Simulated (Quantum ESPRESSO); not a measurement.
# Si3FNO4: input and log of a self-consistent run

Computed values, not a measurement. The program is pw.x of Quantum ESPRESSO 7.5 (plane-wave density functional theory). The cell is made up: 9 atoms on a quartz lattice, with randomly drawn elements, strain and displacements, not relaxed. PseudoDojo standard norm-conserving files (v0.5 for PBE, v0.4.1 for LDA and PBEsol) set the functional; there is no spin polarisation, spin-orbit coupling or dispersion term, and the masses in the input are unused placeholders.

Input:

```
&control calculation='scf', pseudo_dir='./dojo.nc.sr.pbe.v0_5.standard.upf', outdir='./o', disk_io='low', tprnfor=.true., tstress=.true. /
&system ibrav=0, nat=9, ntyp=4, nbnd=30, ecutwfc=84.00895049, nosym=.true., tot_charge=0,
 occupations='smearing', smearing='fd', degauss=0.0018374661
/
&electrons conv_thr=7.350e-09, electron_maxstep=60, /
ATOMIC_SPECIES
F 1.0 F.upf
N 1.0 N.upf
O 1.0 O.upf
Si 1.0 Si.upf
CELL_PARAMETERS angstrom
4.8373 0.0139 -0.0181
-2.4066 4.3135 0.037
-0.0199 0.0354 5.3328
ATOMIC_POSITIONS angstrom
Si 2.2887 0.0097 3.4331
Si -1.2871 2.0459 1.8444
Si 1.2944 2.2498 0.0813
F 1.2991 1.1713 4.2229
N 3.2547 0.6836 2.4354
O 2.6732 2.5409 0.5993
O 0.317 1.7452 1.1301
O -1.0631 3.208 2.9436
O 0.7833 3.7554 4.7333
K_POINTS automatic
5 5 4 1 1 1
```

The log is shortened where brackets say so; the opening notice, blank lines, dates and the lines on written files are dropped, and the path of the files is cut. It prints rydbergs, bohrs and kilobars, and counts compression as positive stress. With no partly filled state, the Fermi energy that it prints is only some level between the filled and the empty states on the mesh, and need not lie in the true gap.

```
     Program PWSCF v.7.5
     Parallel version (MPI & OpenMP), running on       4 processor cores
     Number of MPI processes:                 4
     Threads/MPI process:                     1
     [start-up lines left out]
     bravais-lattice index     =            0
     lattice parameter (alat)  =       9.1413  a.u.
     unit-cell volume          =     752.0655 (a.u.)^3
     number of atoms/cell      =            9
     number of atomic types    =            4
     number of electrons       =        48.00
     number of Kohn-Sham states=           30
     kinetic-energy cutoff     =      84.0090  Ry
     charge density cutoff     =     336.0358  Ry
     scf convergence threshold =      7.3E-09
     mixing beta               =       0.7000
     number of iterations used =            8  plain     mixing
     Exchange-correlation= PBE
                           (   1   4   3   4   0   0   0)
     [axes and pseudopotential details left out]
   Cartesian axes
     site n.     atom                  positions (alat units)
         1        Si     tau(   1) = (   0.4731306   0.0020052   0.7097062  )
         2        Si     tau(   2) = (  -0.2660752   0.4229378   0.3812828  )
         3        Si     tau(   3) = (   0.2675843   0.4650890   0.0168067  )
         4        F      tau(   4) = (   0.2685559   0.2421365   0.8729773  )
         5        N      tau(   5) = (   0.6728265   0.1413169   0.5034571  )
         6        O      tau(   6) = (   0.5526162   0.5252665   0.1238900  )
         7        O      tau(   7) = (   0.0655317   0.3607758   0.2336195  )
         8        O      tau(   8) = (  -0.2197689   0.6631725   0.6085145  )
         9        O      tau(   9) = (   0.1619274   0.7763335   0.9784895  )
     number of k points=    50  Fermi-Dirac smearing, width (Ry)=  0.0018
                       cart. coord. in units 2pi/alat
        k(    1) = (   0.0999429   0.1669387   0.1126516), wk =   0.0400000
        k(    2) = (   0.1007957   0.1654692   0.3394382), wk =   0.0400000
     [further k points left out]
     Dense  grid:    78267 G-vectors     FFT dimensions: (  54,  60,  60)
     Estimated max dynamical RAM per process >     158.69 MB
     Estimated total dynamical RAM >     577.45 MB
     Initial potential from superposition of free atoms
     starting charge      47.9981, renormalised to      48.0000
     Starting wfcs are   36 randomized atomic wfcs
     total cpu time spent up to now is        2.5 secs
     per-process dynamical memory:   121.5 Mb
     Self-consistent Calculation
     iteration #  1     ecut=    84.01 Ry     beta= 0.70
     Davidson diagonalization with overlap
     ethr =  1.00E-02,  avg # of iterations =  3.1
     total cpu time spent up to now is        6.8 secs
     total energy              =    -227.17967706 Ry
     estimated scf accuracy    <       2.74903644 Ry
     iteration #  2     ecut=    84.01 Ry     beta= 0.70
     Davidson diagonalization with overlap
     ethr =  5.73E-03,  avg # of iterations =  2.9
     total cpu time spent up to now is       10.8 secs
     total energy              =    -227.93974301 Ry
     estimated scf accuracy    <       1.84592165 Ry
     iteration #  3     ecut=    84.01 Ry     beta= 0.70
     Davidson diagonalization with overlap
     ethr =  3.85E-03,  avg # of iterations =  2.0
     total cpu time spent up to now is       14.2 secs
     total energy              =    -228.28122276 Ry
     estimated scf accuracy    <       0.04625439 Ry
     iteration #  4     ecut=    84.01 Ry     beta= 0.70
     Davidson diagonalization with overlap
     ethr =  9.64E-05,  avg # of iterations =  9.7
     total cpu time spent up to now is       19.3 secs
     total energy              =    -228.29857253 Ry
     estimated scf accuracy    <       0.00645313 Ry
     iteration #  5     ecut=    84.01 Ry     beta= 0.70
     Davidson diagonalization with overlap
     ethr =  1.34E-05,  avg # of iterations =  5.9
     total cpu time spent up to now is       23.7 secs
     total energy              =    -228.29901542 Ry
     estimated scf accuracy    <       0.00096254 Ry
     [iterations 6 to 7 left out]
     iteration #  8     ecut=    84.01 Ry     beta= 0.70
     Davidson diagonalization with overlap
     ethr =  9.34E-09,  avg # of iterations =  3.8
     total cpu time spent up to now is       35.6 secs
     total energy              =    -228.29913817 Ry
     estimated scf accuracy    <       0.00000290 Ry
     iteration #  9     ecut=    84.01 Ry     beta= 0.70
     Davidson diagonalization with overlap
     ethr =  6.04E-09,  avg # of iterations =  2.0
     total cpu time spent up to now is       39.0 secs
     total energy              =    -228.29913861 Ry
     estimated scf accuracy    <       0.00000005 Ry
     iteration # 10     ecut=    84.01 Ry     beta= 0.70
     Davidson diagonalization with overlap
     ethr =  1.06E-10,  avg # of iterations =  4.1
     total cpu time spent up to now is       43.5 secs
     total energy              =    -228.29913865 Ry
     estimated scf accuracy    <       0.00000004 Ry
     iteration # 11     ecut=    84.01 Ry     beta= 0.70
     Davidson diagonalization with overlap
     ethr =  7.86E-11,  avg # of iterations =  2.0
     total cpu time spent up to now is       46.6 secs
     total energy              =    -228.29913865 Ry
     estimated scf accuracy    <          7.9E-09 Ry
     iteration # 12     ecut=    84.01 Ry     beta= 0.70
     Davidson diagonalization with overlap
     ethr =  1.64E-11,  avg # of iterations =  2.4
     total cpu time spent up to now is       50.2 secs
     End of self-consistent calculation
          k = 0.0999 0.1669 0.1127 (  9781 PWs)   bands (ev):
   -23.4108 -16.4813 -15.3459 -14.4248 -14.1431  -9.5305  -7.5583  -5.1959
    -4.2958  -3.9440  -3.5436  -2.3585  -1.8779  -0.9149  -0.3895   0.1456
     0.5310   1.0766   1.4654   1.7161   2.2241   2.3442   3.6373   4.3054
     8.8269  11.2633  11.8170  12.2875  13.0065  13.3549
     [levels at the other k points left out]
     the Fermi energy is     6.8551 ev
!    total energy              =    -228.29913865 Ry
     estimated scf accuracy    <          7.3E-11 Ry
     smearing contrib. (-TS)   =       0.00000000 Ry
     internal energy E=F+TS    =    -228.29913865 Ry
     The total energy is F=E-TS. E is the sum of the following terms:
     one-electron contribution =    -104.62866369 Ry
     hartree contribution      =      78.55179161 Ry
     xc contribution           =     -61.29430149 Ry
     ewald contribution        =    -140.92796509 Ry
     convergence has been achieved in  12 iterations
     Forces acting on atoms (cartesian axes, Ry/au):
     atom    1 type  4   force =     0.08391896   -0.07082362    0.06335710
     atom    2 type  4   force =     0.17166383    0.04316997   -0.04135812
     atom    3 type  4   force =    -0.14726214    0.18017064   -0.06614757
     atom    4 type  1   force =    -0.03210948   -0.02262668   -0.02641682
     atom    5 type  2   force =    -0.00174568   -0.07130202   -0.01145514
     atom    6 type  3   force =     0.13788641    0.05248491   -0.01201156
     atom    7 type  3   force =    -0.12142860   -0.01954588    0.08457402
     atom    8 type  3   force =    -0.07519336   -0.02037773   -0.00634984
     atom    9 type  3   force =    -0.01572994   -0.07114957    0.01580794
     Total force =     0.413470     Total SCF correction =     0.000019
     Computing stress (Cartesian axis) and pressure
          total   stress  (Ry/bohr**3)                   (kbar)     P=      189.84
   0.00135901   0.00077370  -0.00012619          199.92      113.82      -18.56
   0.00077370   0.00116920  -0.00034230          113.82      172.00      -50.35
  -0.00012619  -0.00034230   0.00134332          -18.56      -50.35      197.61
     init_run     :      2.32s CPU      2.42s WALL (       1 calls)
     electrons    :     47.54s CPU     47.79s WALL (       1 calls)
     forces       :      0.68s CPU      0.69s WALL (       1 calls)
     stress       :      2.22s CPU      2.22s WALL (       1 calls)
     [timing details left out]
     PWSCF        :     52.83s CPU     53.21s WALL
     JOB DONE.
```

In other units: free energy -3106.168 eV for the cell, pressure 18.98 GPa, largest force component 4.632 eV/Å. A rerun of this cell at a cutoff of 1437 eV and k mesh 7 x 7 x 6 moved values by no more than 0.002 eV in energy, 0.02 GPa in stress and 0.002 eV/Å in force.